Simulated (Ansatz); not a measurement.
Relaxed Mo (bcc, W type):

```
CELL_PARAMETERS angstrom
     -3.16074     3.16074     3.16074
      1.58037    -1.58037     1.58037
      1.58037     1.58037    -1.58037
ATOMIC_POSITIONS crystal
  Mo 0.00000 0.00000 0.00000
  Mo 0.50000 0.00000 0.00000
```

The atoms are displaced by Q × the pattern below (from a DFPT mode at N = (0.5, 0.0, 0.0), largest move 1; Q in Å), at fixed cell. (q is in reciprocal vectors of the primitive cell; the cell shown is doubled to hold the pattern.)

| atom | x | y | z |
|---|---|---|---|
| Mo1 | 0.000 | -0.707 | -0.707 |
| Mo2 | 0.000 | 0.707 | 0.707 |

Level of theory: PBE (plane waves to 420 eV, PAW, scalar-relativistic; Ansatz, a program for electronic structure). k mesh 21×21×21 (Γ-centred), Fermi-Dirac smearing 0.05 eV. Left out: 2 of 13 points, with atoms too close for the PAW data. With partly filled bands, energies and forces of such displacements shift with the k mesh and the smearing. Mo is run without spin polarisation. Mo was relaxed with its symmetry unable to fall. 

```json
[
 {"Q (Å)": "-0.233", "−dE/dQ from forces (eV/Å)": "10.902"},
 {"Q (Å)": "-0.187", "−dE/dQ from forces (eV/Å)": "8.356"},
 {"Q (Å)": "-0.140", "−dE/dQ from forces (eV/Å)": "6.214"},
 {"Q (Å)": "-0.093", "−dE/dQ from forces (eV/Å)": "4.245"},
 {"Q (Å)": "-0.047", "−dE/dQ from forces (eV/Å)": "2.199"},
 {"Q (Å)": "0.000", "−dE/dQ from forces (eV/Å)": "0.000"},
 {"Q (Å)": "0.047", "−dE/dQ from forces (eV/Å)": "-2.199"},
 {"Q (Å)": "0.093", "−dE/dQ from forces (eV/Å)": "-4.245"},
 {"Q (Å)": "0.140", "−dE/dQ from forces (eV/Å)": "-6.214"},
 {"Q (Å)": "0.187", "−dE/dQ from forces (eV/Å)": "-8.356"},
 {"Q (Å)": "0.233", "−dE/dQ from forces (eV/Å)": "-10.902"}
]
```

Problem. What harmonic wavenumber does the curvature at Q = 0 give?

Solution. 260 cm⁻¹. E″ = 47.67 eV/Å², M = Σ mᵢ|uᵢ|² = 191.9 u, ν̃ = 521.5·√(|E″|/M).

(For displaced atoms, the force is minus the slope of the energy, and its curvature is a force constant, which sets phonon frequencies.)
